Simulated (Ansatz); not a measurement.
Input file for Ansatz (a quantum-chemistry and plane-wave program):

Ansatz 0.2 input:
```yaml
crystal:
  lattice:
    - [3.9263241577, 0.0, 0.0]
    - [0.0, 3.9263241577, 0.0]
    - [0.0, 0.0, 3.9744458916]
  atoms:
    - { symbol: Ti, position: [0.5, 0.5, 0.4410960449] }
    - { symbol: Ba, position: [0.0, 0.0, 0.9287320952] }
    - { symbol: O, position: [0.5, 0.5, 0.9075193494] }
    - { symbol: O, position: [0.5, 0.0, 0.4143262552] }
    - { symbol: O, position: [0.0, 0.5, 0.4143262552] }
kpoints:
  mp_grid: { grid: [6, 6, 6] }
hamiltonian:
  xc: lda
  pseudopotentials: { kind: paw }
scf:
  occupations: { method: fixed }
phonons:
  method: dfpt
  response_accuracy: low
  qmesh: [3, 3, 3]
  interpolated_qmesh: [14, 14, 14]
  dielectric: true
  rigid_motions: translations
  temperatures: { t_max: 1000, t_step: 50 }
  qpath:
    path:
      - [[0.0, 0.0, 0.0], [0.0, 0.5, 0.0], [0.5, 0.5, 0.0], [0.0, 0.0, 0.0], [0.0, 0.0, 0.5], [0.0, 0.5, 0.5], [0.5, 0.5, 0.5], [0.0, 0.0, 0.5]]  # Γ-X-M-Γ-Z-R-A-Z
      - [[0.0, 0.5, 0.0], [0.0, 0.5, 0.5]]  # X-R
      - [[0.5, 0.5, 0.0], [0.5, 0.5, 0.5]]  # M-A
    npoints: 9
```

Output (shortened):

```
WARN phonons: the dynamical matrix that this run interpolates holds no multipole term above the dipole-dipole one, and a site of this crystal is no centre of …
Pseudopotential: Ti, paw, valence charge 12
Pseudopotential: Ba, paw, valence charge 10
Pseudopotential: O, paw, valence charge 6
Functional definition: SPW92
Crystal: 5 atoms, lattice volume = 61.270 Å³
Basis set: ecut = 420 eV, 1213 PW (Γ), exchange–correlation on 54×54×54 points (8 copies of the dense FFT grid, shifted against one another)
Bands: 25, of which v1, the nominal top of the filled ones, is band 20 counted from 1 (19 counted from 0)
Symmetry: 8 space group operations
k-points: 112 of 216 (irreducible under 1 space group operation, time reversal used)
SCF iter   1: F=—  HF=-9904.544675 eV  |F-HF|=—  |Δ(HF+E_count)|=         —  Δρ=1.87e-2  dr2=2.06e-1  ethr=1.77e-3  ⟨swp⟩=4.5  Hψ=11859  notcnv=0  defer=249
preconditioner: auto → Resta (q_TF=auto, 2.541 Å⁻¹)
SCF iter   2: F=—  HF=-9904.512526 eV  |F-HF|=—  |Δ(HF+E_count)|=   3.21e-2  Δρ=1.02e-2  dr2=5.12e-2  ethr=5.14e-4  ⟨swp⟩=2.0  Hψ=5035  notcnv=0  defer=234
SCF iter   3: F=—  HF=-9904.502812 eV  |F-HF|=—  |Δ(HF+E_count)|=   9.71e-3  Δρ=2.84e-3  dr2=3.14e-3  ethr=1.28e-4  ⟨swp⟩=2.7  Hψ=4127  notcnv=0  defer=277
SCF iter   4: F=—  HF=-9904.502031 eV  |F-HF|=—  |Δ(HF+E_count)|=   7.81e-4  Δρ=7.27e-4  dr2=2.09e-4  ethr=7.86e-6  ⟨swp⟩=2.2  Hψ=5177  notcnv=0  defer=320
SCF iter   5: F=—  HF=-9904.502003 eV  |F-HF|=—  |Δ(HF+E_count)|=   2.75e-5  Δρ=2.57e-4  dr2=3.49e-5  ethr=5.22e-7  ⟨swp⟩=2.0  Hψ=3924  notcnv=0  defer=282
SCF iter   6: F=—  HF=-9904.501999 eV  |F-HF|=—  |Δ(HF+E_count)|=   4.15e-6  Δρ=7.54e-5  dr2=3.24e-6  ethr=8.73e-8  ⟨swp⟩=2.0  Hψ=4264  notcnv=0  defer=112
SCF iter   7: F=—  HF=-9904.501999 eV  |F-HF|=—  |Δ(HF+E_count)|=   1.99e-7  Δρ=5.73e-5  dr2=2.12e-6  ethr=8.10e-9  ⟨swp⟩=2.0  Hψ=4795  notcnv=0  defer=112
SCF iter   8: F=—  HF=-9904.501999 eV  |F-HF|=—  |Δ(HF+E_count)|=   4.01e-7  Δρ=2.08e-5  dr2=2.61e-7  ethr=5.30e-9  ⟨swp⟩=2.0  Hψ=2837  notcnv=0  defer=112
SCF iter  11: F=-9904.501999 eV  HF=-9904.501999 eV  |F-HF|=5.46e-12  |Δ(HF+E_count)|=  4.00e-11  Δρ=9.92e-8  dr2=4.86e-12  ethr=1.00e-12  ⟨swp⟩=12.5  Hψ=19663  notcnv=0
SCF 1 converged in 11 iterations: F = -9904.501999 eV  dr2 = 4.86e-12
DFPT response loops at Γ: preconditioner auto → none (the input reference at scf.mixing.eps_inf says where Resta's filter doesn't serve); β = 0.50 …
── the response to a field inside a basis, on 6×6×6 k-points: an SCF that follows is theirs, and a resumed run solves both again ──
Crystal: 5 atoms, lattice volume = 61.270 Å³
Bands: 21, of which v1, the nominal top of the filled ones, is band 20 counted from 1 (19 counted from 0)
k-points: 18 of 216 (time reversal used)
SCF iter   1: F=—  HF=-9904.504710 eV  |F-HF|=—  |Δ(HF+E_count)|=         —  Δρ=7.04e-4  dr2=5.46e-5  ethr=1.00e-1
preconditioner: auto → Resta (q_TF=auto, 2.541 Å⁻¹)
SCF iter   2: F=—  HF=-9904.504693 eV  |F-HF|=—  |Δ(HF+E_count)|=   1.72e-5  Δρ=3.20e-4  dr2=2.09e-5  ethr=1.37e-7
SCF iter   3: F=—  HF=-9904.504690 eV  |F-HF|=—  |Δ(HF+E_count)|=   2.98e-6  Δρ=1.68e-4  dr2=5.52e-6  ethr=5.23e-8
SCF iter   4: F=—  HF=-9904.504689 eV  |F-HF|=—  |Δ(HF+E_count)|=   1.10e-6  Δρ=2.81e-5  dr2=2.61e-7  ethr=1.38e-8
SCF iter   5: F=-9904.504689 eV  HF=-9904.504689 eV  |F-HF|=1.53e-8  |Δ(HF+E_count)|=   5.88e-8  Δρ=6.08e-6  dr2=1.96e-8  ethr=6.53e-10
SCF 1 converged in 5 iterations: F = -9904.504689 eV  dr2 = 1.96e-8
DFPT response loops at Γ: mixed as the last ones told, above
NSCF: frozen V_eff on 40 k-points
NSCF: frozen V_eff on 192 k-points
DFPT response loops at q = (0, 0, 0.3333333333333333) (fractional): preconditioner auto → Resta (q_TF=auto, 2.541 Å⁻¹)  ε∞=5.7 (no band partly filled) …
NSCF: frozen V_eff on 192 k-points
DFPT response loops at q = (0, 0.3333333333333333, 0) (fractional): mixed as the last ones told, above
NSCF: frozen V_eff on 288 k-points
DFPT response loops at q = (0, 0.3333333333333333, 0.3333333333333333) (fractional): mixed as the last ones told, above
NSCF: frozen V_eff on 288 k-points
DFPT response loops at q = (0.3333333333333333, 0.3333333333333333, 0) (fractional): mixed as the last ones told, above
NSCF: frozen V_eff on 432 k-points
DFPT response loops at q = (0.3333333333333333, 0.3333333333333333, 0.3333333333333333) (fractional): mixed as the last ones told, above
WARN: on the 14×14×14 q-mesh 44 entries of the irreducible table, 8.601e-2 modes per cell, the lowest at -100.88 cm⁻¹, stand at or below zero and are read as …
SCF converged after 11 iterations
Free energy (F): -9904.501999 eV
Harris-Foulkes:  -9904.501999 eV  (|F-HF|=5.46e-12)
Internal energy: -9904.501999 eV  (E = F + TS)
E sigma→0 (E₀):  -9904.501999 eV
Fermi energy:    10.638794 eV
--- Per-component energies (eV) ---
  E_band       = -122.751251
  E_kinetic    = 970.634532
  E_local      = -2050.943013  (includes V_loc(G=0)·N_el)
  E_nonlocal   = 216.539099
  E_hartree    = 800.943611
  E_xc         = -486.534960
  E_vxc        = -544.311338  (∫ρ·V_xc dr)
  E_paw        = -6495.507469  (= ΣΔE_a)
  E_vpaw       = -316.565277  (= ΣTr[D̂ρ^β])
  E_aug_tail   = 0.007518  (compensation charges beyond the density's cutoff)
  E_ewald      = -2860.540548
  E_core_change = 0.899230  (= ΣΔE_core)
  E_smearing   =  0.000000  (= −TS)
  E_closure    = 0.000000  (closes the sum)
  Σ components = -9904.501999   (vs F -9904.501999, Δ=0.00e0)
  [band-id]    e_kinetic+e_local+e_nonlocal+2·e_hartree+e_vxc+e_vpaw+e_augmentation_tail = -122.751255   (vs E_band -122.751251, Δ=-4.15e-6)
--- Band table (eV; the first three rows and the last of 112) ---
  k-point 0: bands = ["-45.0410", "-21.6591", "-21.6165", "-21.6165", "-13.8979", "-6.0603", "-5.3982", "-5.3558", "0.9081", "0.9362", "0.9362", "8.3389", "8.3658", "8.3658", "9.2519", "9.2519", "9.3500", "10.3740", "10.3918", "10.3918", "12.4872", "12.7395", …
  k-point 1: bands = ["-45.0408", "-21.6746", "-21.6158", "-21.6158", "-13.8613", "-6.1023", "-5.3644", "-5.3463", "0.9823", "0.9823", "1.0591", "7.8529", "8.2559", "8.2559", "8.9977", "8.9977", "9.1176", "9.7978", "10.2744", "10.2744", "12.5216", "13.2056", …
  k-point 2: bands = ["-45.0402", "-21.7054", "-21.6145", "-21.6145", "-13.7863", "-6.2848", "-5.3271", "-5.1706", "1.0785", "1.0785", "1.3570", "6.9263", "7.9380", "7.9380", "8.7161", "8.7163", "8.7163", "8.9677", "10.0610", "10.0610", "12.5926", "14.0278", …
  k-point 111: bands = ["-45.0375", "-21.7114", "-21.6779", "-21.6779", "-13.5583", "-5.1308", "-5.0381", "-5.0381", "0.0314", "0.0314", "0.0935", "6.0186", "6.6476", "6.6671", "8.2438", "8.2783", "8.2783", "10.5086", "10.5086", "10.6388", "15.1250", …
--- Phonons (Γ-DFPT): 9 representative perturbations + reference, on 112 of 216 k-points (Σ response iterations 27) ---
  ASR residual: 9.199e-5 → 0.000e0 eV/Å²; symmetrization residual: 4.101e-5 eV/Å²
  ASR residual per site (eV/Å²): 9.20e-5 2.42e-6 4.87e-5 5.08e-5 5.08e-5
  Γ frequencies (cm⁻¹): -100.88 -100.88 0.00 0.00 0.00 174.93 179.68 179.68 264.88 288.82 288.82 290.14 481.04 481.04 509.09
  ε∞ (high-frequency dielectric tensor):
        6.548602     0.000000     0.000000
        0.000000     6.548602     0.000000
        0.000000     0.000000     6.030971
  ε⁰ (static dielectric tensor): not given — an optical mode at Γ is not stable, and the ionic part, a sum over the modes at Γ, is formed only where all of …
  softest optical mode at Γ: -100.88 cm⁻¹; the repairs (sum rule, projections) moved no ω² at Γ by more than (3.36 cm⁻¹)²
  Born effective charges Z* (e; rows j = field, columns β = displacement):
    site 0:
         7.13652    0.00000    0.00000
         0.00000    7.13652    0.00000
         0.00000    0.00000    6.23777
    site 1:
         2.77325    0.00000    0.00000
         0.00000    2.77325    0.00000
         0.00000    0.00000    2.82964
    site 2:
        -2.09362    0.00000    0.00000
         0.00000   -2.09362    0.00000
         0.00000    0.00000   -4.99603
    site 3:
        -2.16225    0.00000    0.00000
         0.00000   -5.65390    0.00000
         0.00000    0.00000   -2.03569
    site 4:
        -5.65390    0.00000    0.00000
         0.00000   -2.16225    0.00000
         0.00000    0.00000   -2.03569
  Z* charge neutrality: 1.112e-2 e pre-enforcement
  solved inside a basis spanned on kpoints, on 6×6×6 k-points, its susceptibility summed on 10×10×10: ε∞ is read to err by 2.5e-2, Z* by 6.0e-2 e (field_mesh …
  optical modes at Γ without the LO–TO term, one row a degenerate level:
      ω (cm⁻¹)  modes    IR ((D/Å)²/amu)
       -100.88      2           156.9398
        174.93      1             7.7865
        179.68      2             3.5339
        264.88      1            49.6927
        288.82      2             0.2334
        290.14      1             0.0000
        481.04      2             9.2888
        509.09      1            10.5642
  optical modes at Γ + LO–TO along q̂ = [1.0000, 0.0000, 0.0000]:
      ω (cm⁻¹)  modes    IR ((D/Å)²/amu)
       -100.88      1            78.4699
        174.93      1             7.7865
        176.73      1             0.0215
        179.68      1             1.7669
        264.88      1            49.6927
        288.51      1             0.0096
        288.82      1             0.1167
        290.14      1             0.0000
        454.26      1             3.8722
        481.04      1             4.6444
        509.09      1            10.5642
        684.05      1            81.0946
  optical modes at Γ + LO–TO along q̂ = [0.0000, 1.0000, 0.0000]:
      ω (cm⁻¹)  modes    IR ((D/Å)²/amu)
       -100.88      1            78.4699
        174.93      1             7.7865
        176.73      1             0.0215
        179.68      1             1.7669
        264.88      1            49.6927
        288.51      1             0.0096
        288.82      1             0.1167
        290.14      1             0.0000
        454.26      1             3.8722
        481.04      1             4.6444
        509.09      1            10.5642
        684.05      1            81.0946
  optical modes at Γ + LO–TO along q̂ = [0.0000, 0.0000, 1.0000]:
      ω (cm⁻¹)  modes    IR ((D/Å)²/amu)
       -100.88      2           156.9398
        179.68      2             3.5339
        187.96      1             0.0770
        288.82      2             0.2334
        290.14      1             0.0000
        459.86      1             4.0731
        481.04      2             9.2888
        711.25      1            63.8932
  non-analytic LO–TO correction: the dipole-dipole term of the run's Born effective charges and high-frequency dielectric tensor (where they are solved with …
--- Phonons (arbitrary-q DFPT): 6 irreducible q on the 3×3×3 mesh ---
  q = [0.0000, 0.0000, 0.0000] (star 1, of the zone-centre solve; hermiticity 3.48e-6, symmetrization 3.17e-6): -100.88 -100.88  0.00  0.00  0.00 174.93 179.68 179.68 264.88 288.82 288.82 290.14 481.04 481.04 509.09
  q = [0.0000, 0.0000, 0.3333] (star 2, 9 solved perturbations in 756 linear systems a pass and spin channel, the states on 96 of 216 k-point pairs; hermiticity 1.40e-6, symmetrization 4.60e-13): -54.90 -54.90 105.34 105.34 138.78 192.23 192.23 246.20 317.72 …
  q = [0.0000, 0.3333, 0.0000] (star 4, 15 solved perturbations on 96 of 216 k-point pairs; hermiticity 1.88e-6, symmetrization 3.18e-11): -15.74 96.98 108.29 138.24 185.61 201.63 260.29 278.49 313.62 323.58 327.64 458.37 486.12 508.56 687.79
  q = [0.0000, 0.3333, 0.3333] (star 8, 15 solved perturbations on 144 of 216 k-point pairs; hermiticity 1.94e-6, symmetrization 4.39e-15): 51.79 99.18 113.29 122.24 223.59 255.59 273.81 279.45 338.67 362.00 394.42 430.45 471.99 530.11 740.50
  q = [0.3333, 0.3333, 0.0000] (star 4, 9 solved perturbations in 1116 linear systems a pass and spin channel, the states on 144 of 216 k-point pairs; hermiticity 1.24e-6, symmetrization 2.91e-11): 102.05 106.95 121.49 205.49 224.35 274.90 278.52 312.89 …
  q = [0.3333, 0.3333, 0.3333] (star 8, 9 solved perturbations in 1674 linear systems a pass and spin channel, the states on 216 of 216 k-point pairs; hermiticity 1.10e-6, symmetrization 7.92e-14): 116.71 122.36 123.65 212.18 212.19 222.29 296.23 336.47 …
  sum rule: each row above includes the acoustic sum rule's correction from the zone centre's row sums; it moved no ω² by more than (0.93 cm⁻¹)²
  mesh force constants: q→R imaginary residual 1.69e-16; ASR residual 9.199e-5 → 0.000e0 eV/Å²; symmetrization residual 1.243e-14 eV/Å²
  interpolated dispersion: 85 rows × 15 modes
  density of states and harmonic sums: on the 14×14×14 q-mesh, interpolated from the force constants of a 3×3×3 supercell (with the dipole–dipole term)
  largest difference from the sums on the solved wave vectors: F 6.03e-2 eV, S 9.45e-5 and C_V 3.38e-5 eV/K
  zero-point energy: 0.292032 eV/cell   skipped modes (ω ≤ 0): 47, of them read as no rigid motion or as one in doubt …
```

Cost: very roughly 21 core-minutes on shared cores.

Space group P4mm. The cell was relaxed with LDA under the symmetry of its start. At this level the phase is dynamically unstable (imaginary phonons). No spin polarisation was allowed. Spin–orbit coupling is left out wherever it is not named.

Potentials: the later of the program's two PAW sets.

Ansatz is a plane-wave DFT program.
